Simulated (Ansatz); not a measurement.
TiOs (Pm-3m): lattice vibrations

```yaml
crystal:
  lattice:
    - [3.06183, 0.00000, 0.00000]
    - [0.00000, 3.06183, 0.00000]
    - [0.00000, 0.00000, 3.06183]
  atoms:
    - { symbol: Ti, position: [0.50000, 0.50000, 0.50000] }
    - { symbol: Os, position: [0.00000, 0.00000, 0.00000] }
```

Level of theory, where no other is named: PBEsol, all-electron LAPW in Ansatz 0.2.0, scalar-relativistic. k mesh 12×12×12, Fermi-Dirac smearing of 0.080 eV, basis error target 0.5 meV/atom. The cell was relaxed by PAW under this functional.

Atoms are displaced by 0.01 Å in the smallest supercells that hold the wave vectors of a 2×2×2 mesh. Negative values stand for unstable modes.

(1) What are the phonon energies at the solved wave vectors, in THz?

(2) Is the structure dynamically stable at these wave vectors?

(3) How do the optical zone-centre modes decompose, and which are active?

(4) How well do frozen-core PAW files reproduce these all-electron values?

Answers

(1) 

| q | point | modes (THz) |
| --- | --- | --- |
| 0.000 0.000 0.000 | Gamma | 6.98 (×3) |
| 0.500 0.000 0.000 | X | 4.21 (×2), 5.32, 6.15 (×2), 11.99 |
| 0.500 0.500 0.000 | M | 4.25, 4.84 (×2), 6.73, 9.42 (×2) |
| 0.500 0.500 0.500 | R | 5.51 (×3), 9.10 (×3) |

(2) Yes, no mode is unstable there; wave vectors off this mesh aren't tested.

(3) Point group m-3m: Γ_opt = T1u.

```csv
label,THz,activity,mostly
T1u,6.98,IR,Ti (80 %)
```

In a metal the activity is that of symmetry alone; free carriers screen the infrared modes.

(4) With a cutoff of 420 eV and displacements of 0.0025 Å, the r.m.s. difference over the modes is 0.1 cm⁻¹; the largest difference is 400.1 (PAW) against 400.0 cm⁻¹ (LAPW).

Keep in mind: responses of metals move with mesh and smearing; no spin-orbit coupling on heavy atoms; the frozen-core PAW files of the compared runs were fitted under PBE, their cores solved anew for this functional.
